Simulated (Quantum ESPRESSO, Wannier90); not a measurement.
## Wannier functions of PtS2 (CdI2 type)

```yaml
crystal:
  lattice:
    - [3.54874, 0.00000, 0.00000]
    - [-1.77437, 3.07330, 0.00000]
    - [0.00000, 0.00000, 5.59707]
  atoms:
    - { symbol: Pt, position: [0.00000, 0.00000, 0.00000] }
    - { symbol: S, position: [0.66667, 0.33333, 0.77966] }
    - { symbol: S, position: [0.33333, 0.66667, 0.22034] }
```

Materials Project entry mp-762; symmetrised, unrelaxed at this level. COD (Crystallography Open Database) has an entry of this formula and space group (matched by these alone). Computed values, not measurements, from PBEsol: Quantum ESPRESSO (norm-conserving PseudoDojo potentials, cutoff 68 Ry, no spin polarisation, no spin-orbit coupling) on a Γ-centred 12×12×4 mesh, then Wannier90. Density: 12×12×6 mesh, cold smearing 0.01 Ry. The cell is built of weakly bound layers, chains or molecules, whose nearest atoms lie 3.74 Å apart. Database cells relaxed without dispersion often hold them too far apart, which can enlarge gaps and weakens couplings between them; spacing and stacking were not compared with the measured crystal. Spin-orbit coupling is left out although heavy elements are present.

The lattice is scaled uniformly with fixed fractional positions (axis ratios and free coordinates are held, so this isn't the response to pressure), and at each scale an atom-like model (Pt d, S p; disentangled, num_iter = 0) is made. Listed is the largest hopping of each kind of orbital pair shown, with the distance of the two functions' centres at scale 1; the mesh was not varied.

```json
[
 {"scale": "0.970", "gap (eV)": "1.077", "modulus of t, Pt1 dyz–S3 py at 2.29 Å (eV)": "1.640", "modulus of t, S2 px–S2 px at 3.55 Å (eV)": "0.795", "modulus of t, Pt1 dxz–Pt1 dxy at 3.55 Å (eV)": "0.347"},
 {"scale": "0.990", "gap (eV)": "1.011", "modulus of t, Pt1 dyz–S3 py at 2.29 Å (eV)": "1.524", "modulus of t, S2 px–S2 px at 3.55 Å (eV)": "0.747", "modulus of t, Pt1 dxz–Pt1 dxy at 3.55 Å (eV)": "0.299"},
 {"scale": "1.000", "gap (eV)": "0.980", "modulus of t, Pt1 dyz–S3 py at 2.29 Å (eV)": "1.468", "modulus of t, S2 px–S2 px at 3.55 Å (eV)": "0.724", "modulus of t, Pt1 dxz–Pt1 dxy at 3.55 Å (eV)": "0.277"},
 {"scale": "1.010", "gap (eV)": "0.949", "modulus of t, Pt1 dyz–S3 py at 2.29 Å (eV)": "1.414", "modulus of t, S2 px–S2 px at 3.55 Å (eV)": "0.701", "modulus of t, Pt1 dxz–Pt1 dxy at 3.55 Å (eV)": "0.257"},
 {"scale": "1.030", "gap (eV)": "0.893", "modulus of t, Pt1 dyz–S3 py at 2.29 Å (eV)": "1.312", "modulus of t, S2 px–S2 px at 3.55 Å (eV)": "0.657", "modulus of t, Pt1 dxz–Pt1 dxy at 3.55 Å (eV)": "0.220"}
]
```

With |t| ∝ d^(−η), find η for each hopping from the ends of the series, and the volume deformation potential of the gap at scale 1.


- Pt1 dyz–S3 py at 2.29 Å: η = −ln(1.312/1.640)/ln(1.030/0.970) = 3.7
- S2 px–S2 px at 3.55 Å: η = −ln(0.657/0.795)/ln(1.030/0.970) = 3.2
- Pt1 dxz–Pt1 dxy at 3.55 Å: η = −ln(0.220/0.347)/ln(1.030/0.970) = 7.6
Harrison's rules would take η = 3.5, 2.0, 5.0 for these pairs; they describe atomic orbitals, while these are orthogonalised and change shape with the volume.
Volume deformation potential of the gap: dE_g/d ln V = (0.949 − 1.011)/(3 ln(1.010/0.990)) = -1.0 eV.
